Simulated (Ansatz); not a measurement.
input.yaml

```yaml
crystal:
  lattice:
    - [2.0651704038, 1.1923266886, 9.539907574]
    - [-2.0651704038, 1.1923266886, 9.539907574]
    - [0.0, -2.3846533772, 9.539907574]
  atoms:
    - { symbol: Bi, position: [0.4002583878, 0.4002583878, 0.4002583878] }
    - { symbol: Bi, position: [0.5997416122, 0.5997416122, 0.5997416122] }
    - { symbol: Se, position: [0.0, 0.0, 0.0] }
    - { symbol: Se, position: [0.2116390923, 0.2116390923, 0.2116390923] }
    - { symbol: Se, position: [0.7883609077, 0.7883609077, 0.7883609077] }
basis:
  ecutwfc: 420
kpoints:
  mp_grid: { grid: [12, 12, 12] }
  band_path:
    path:
      - [[0.0, 0.0, 0.0], [0.5, 0.5, 0.5], [0.82291949, 0.17708051, 0.5]]
      - [[0.5, -0.17708051, 0.17708051], [0.5, 0.0, 0.0], [0.0, 0.0, 0.0], [0.33854025, -0.33854025, 0.0]]
      - [[0.66145975, 0.0, 0.33854025], [0.5, 0.0, 0.5], [0.0, 0.0, 0.0]]
    npoints: 14
hamiltonian:
  xc: pbesol
scf:
  occupations: { method: gaussian, width: 0.01 }
  n_extra_bands: 12
output:
  forces: true
  stress: true
  eigenvalues: true
  populations: true
  dos: { projected: true, de: 0.02, nscf_kmesh: { grid: [18, 18, 18] } }
  bader: true
  write_density: true
  write_potential: true
  elf: true
  volumetric_format: npy
```

Run as
```bash
ansatz run input.yaml --threads 1 --pin off --max-ram 2560MiB --backend cpu --events-out ev --progress --plain --runs-dir out
```

All numbers below come from DFT PBEsol, scalar-relativistic, plane waves, PAW (Ansatz).

Part of what the program printed, abridged:

```
scf.n_extra_bands = 12 over 39 filled bands (N_el = 78.0): the run solves 51 bands
Pseudopotentials: kind: paw
Pseudopotential: Bi, paw, valence charge 15, recommended cutoff 420 eV (normal)
Pseudopotential: Se, paw, valence charge 16, recommended cutoff 420 eV (normal)
Functional definition: PBEsol
Crystal: 5 atoms, lattice volume = 140.944 Å³
Basis set: ecut = 420 eV, 2731 PW (Γ), FFT grids on a1−a2, a2, −a2+a3, exchange–correlation on 60×144×60 points (8 copies of the dense FFT grid, shifted against one another)
Bands: 51, of which v1, the nominal top of the filled ones, is band 39 counted from 1 (38 counted from 0)
Symmetry: 12 space group operations
Space group: R-3m (ITA 166), of the structure as read, at distance tolerance 5.2e-5 Å
k-points: 189 of 1728
Initial density: superposition of atomic densities (neutral atoms: chi_scale 0, normalization atom), corrected by the library's trained network
Initial wavefunctions: pseudopotential atomic-orbital guess
Functional: x = pbesol(κ = 0.804, μ = 0.12345679), c = pbesol(β = 0.046)
SCF iter   1: F=—  HF=-40758.523741 eV  |F-HF|=—  |Δ(HF+E_count)|=         —  Δρ=3.07e-3  dr2=3.57e-2  ethr=1.77e-3  ⟨swp⟩=7.4  Hψ=40096  notcnv=0  defer=265
SCF iter   2: F=—  HF=-40758.515504 eV  |F-HF|=—  |Δ(HF+E_count)|=   8.24e-3  Δρ=1.32e-3  dr2=7.26e-3  ethr=4.58e-5  ⟨swp⟩=3.3  Hψ=16508  notcnv=0  defer=909
SCF iter   3: F=—  HF=-40758.514753 eV  |F-HF|=—  |Δ(HF+E_count)|=   7.51e-4  Δρ=7.34e-4  dr2=1.40e-3  ethr=9.31e-6  ⟨swp⟩=2.2  Hψ=10817  notcnv=0  defer=909
SCF iter   4: F=—  HF=-40758.514685 eV  |F-HF|=—  |Δ(HF+E_count)|=   6.76e-5  Δρ=3.62e-4  dr2=2.62e-4  ethr=1.79e-6  ⟨swp⟩=2.0  Hψ=9930  notcnv=0  defer=909
SCF iter   5: F=—  HF=-40758.514695 eV  |F-HF|=—  |Δ(HF+E_count)|=   9.10e-6  Δρ=1.27e-4  dr2=2.91e-5  ethr=3.36e-7  ⟨swp⟩=2.1  Hψ=11487  notcnv=0  defer=909
SCF iter   6: F=—  HF=-40758.514702 eV  |F-HF|=—  |Δ(HF+E_count)|=   7.08e-6  Δρ=2.66e-5  dr2=1.43e-6  ethr=3.73e-8  ⟨swp⟩=2.0  Hψ=14189  notcnv=0  defer=909
SCF iter   7: F=—  HF=-40758.514702 eV  |F-HF|=—  |Δ(HF+E_count)|=   7.36e-7  Δρ=1.04e-5  dr2=1.80e-7  ethr=1.83e-9  ⟨swp⟩=2.0  Hψ=14211  notcnv=0  defer=909
SCF iter   8: F=-40758.514703 eV  HF=-40758.514703 eV  |F-HF|=1.05e-8  |Δ(HF+E_count)|=   2.51e-7  Δρ=3.07e-6  dr2=1.28e-8  ethr=1.28e-10  ⟨swp⟩=16.4  Hψ=80666  notcnv=0
SCF 1 converged in 8 iterations: F = -40758.514703 eV  dr2 = 1.28e-8
SCF converged after 8 iterations
Free energy (F): -40758.514703 eV
Harris-Foulkes:  -40758.514703 eV  (|F-HF|=1.05e-8)
Internal energy: -40758.514703 eV  (E = F + TS)
E sigma→0 (E₀):  -40758.514703 eV
Fermi energy:    9.117929 eV
--- Per-component energies (eV) ---
  E_band       = -1343.763250
  E_kinetic    = 957.817914
  E_local      = -10342.248120  (includes V_loc(G=0)·N_el)
  E_nonlocal   = -650.080052
  E_hartree    = 4597.591473
  E_xc         = -611.698310
  E_vxc        = -583.657850  (∫ρ·V_xc dr)
  E_paw        = -26621.644131  (= ΣΔE_a)
  E_vpaw       = 79.229970  (= ΣTr[D̂ρ^β])
  E_aug_tail   = -0.002729  (compensation charges beyond the density's cutoff)
  E_ewald      = -8091.455604
  E_core_change = 3.204856  (= ΣΔE_core)
  E_smearing   =  0.000000  (= −TS)
--- Forces (eV/Å), atoms counted from 1 ---
  atom   1  Bi     0.00000000     0.00000000    -0.00320301
  atom   2  Bi     0.00000000     0.00000000     0.00320301
  atom   3  Se     0.00000000     0.00000000     0.00000000
  atom   4  Se     0.00000000     0.00000000     0.00104356
  atom   5  Se     0.00000000     0.00000000    -0.00104356
--- Stress (GPa, compression-positive) ---
       -0.013736       0.000000       0.000000
        0.000000      -0.013736       0.000000
        0.000000       0.000000      -0.025160
  P = ⅓ Tr σ = -0.0175 GPa (-0.175 kbar)
--- Band table (eV; the first three rows and the last of 189) ---
  k-point 0: bands = ["-38.4032", "-38.4032", "-38.4028", "-38.4028", "-38.3992", "-38.3992", "-38.3988", "-38.3988", "-38.3970", "-38.3968", "-38.3284", "-38.3208", "-38.3208", "-38.2920", "-38.2920", "-14.0084", "-14.0084", "-14.0061", "-14.0061", "-13.9952", "-13.9925", "-13.9851", "-13.9851", "-13.9819", "-13.9819", "-5.4722", "-4.6896", "-3.8777", "-0.5418", "0.2614", "6.8098", "6.8861", "7.1382", "7.1382", "7.2060", "7.2060", "7.8243", "7.8243", "9.0566", "9.1793", "10.3905", "10.3905", "11.1389", "11.7553", "11.7553", "14.7828", "15.9411", "15.9560", "15.9560", "16.0078", "16.7739"]
  k-point 1: bands = ["-38.4032", "-38.4032", "-38.4028", "-38.4028", "-38.3992", "-38.3992", "-38.3988", "-38.3988", "-38.3969", "-38.3968", "-38.3284", "-38.3208", "-38.3208", "-38.2920", "-38.2920", "-14.0094", "-14.0070", "-14.0067", "-14.0044", "-13.9942", "-13.9915", "-13.9861", "-13.9853", "-13.9828", "-13.9818", "-5.4081", "-4.6349", "-3.8385", "-0.5783", "0.1888", "6.2839", "6.3884", "6.8334", "7.1319", "7.3781", "7.5240", "7.6874", "7.7830", "8.6195", "9.7675", "10.6233", "10.6339", "11.3911", "11.5995", "11.7419", "14.6921", "15.1376", "16.0059", "16.2385", "16.3377", "16.8617"]
  k-point 2: bands = ["-38.4032", "-38.4032", "-38.4029", "-38.4028", "-38.3992", "-38.3992", "-38.3988", "-38.3987", "-38.3969", "-38.3968", "-38.3284", "-38.3209", "-38.3208", "-38.2920", "-38.2920", "-14.0128", "-14.0097", "-14.0023", "-14.0001", "-13.9920", "-13.9893", "-13.9874", "-13.9853", "-13.9845", "-13.9815", "-5.2181", "-4.4766", "-3.7282", "-0.7052", "-0.0249", "5.6383", "5.7657", "6.3037", "6.4733", "7.1071", "7.7074", "7.7275", "7.9217", "8.3552", "10.3775", "10.7750", "11.0800", "11.2179", "11.7899", "12.4202", "14.0268", "14.9499", "16.2381", "16.3952", "16.8952", "16.9841"]
  k-point 188: bands = ["-38.4032", "-38.4032", "-38.4028", "-38.4028", "-38.3992", "-38.3992", "-38.3988", "-38.3988", "-38.3970", "-38.3968", "-38.3284", "-38.3208", "-38.3208", "-38.2920", "-38.2920", "-14.0084", "-14.0084", "-14.0061", "-14.0061", "-13.9950", "-13.9927", "-13.9851", "-13.9851", "-13.9818", "-13.9818", "-5.3244", "-5.0294", "-3.5619", "-0.9958", "0.6476", "6.2841", "7.0463", "7.0463", "7.4502", "7.4502", "7.4980", "7.6248", "7.6248", "8.5269", "9.6700", "10.7007", "10.7007", "11.0564", "11.4138", "11.4138", "14.7130", "15.6375", "15.6375", "15.9219", "16.2591", "17.3126"]
--- Löwdin populations: 5 sites ---
  site symbol q [e]
     0     Bi     14.3774
     1     Bi     14.3774
     2     Se     16.4708
     3     Se     16.2943
     4     Se     16.2943
  spilling = 0.002382 (of n_electrons = 78.000000)
--- Bader charges: 5 sites ---
  site symbol charge [e]  shift [e]
     0     Bi      0.9851     0.0000
     1     Bi      0.9851     0.0000
     2     Se     -0.8120     0.0000
     3     Se     -0.5791     0.0000
     4     Se     -0.5791     0.0000
  estimated error of the sums over rays = 3.1e-4 e
```

Self-consistency was reached.

The run took 4.3 min on 1 thread of Arm Neoverse V2 (shared host), peak memory 2.2 GiB.

Spin-orbit coupling is left out, which matters for the bands of heavy elements.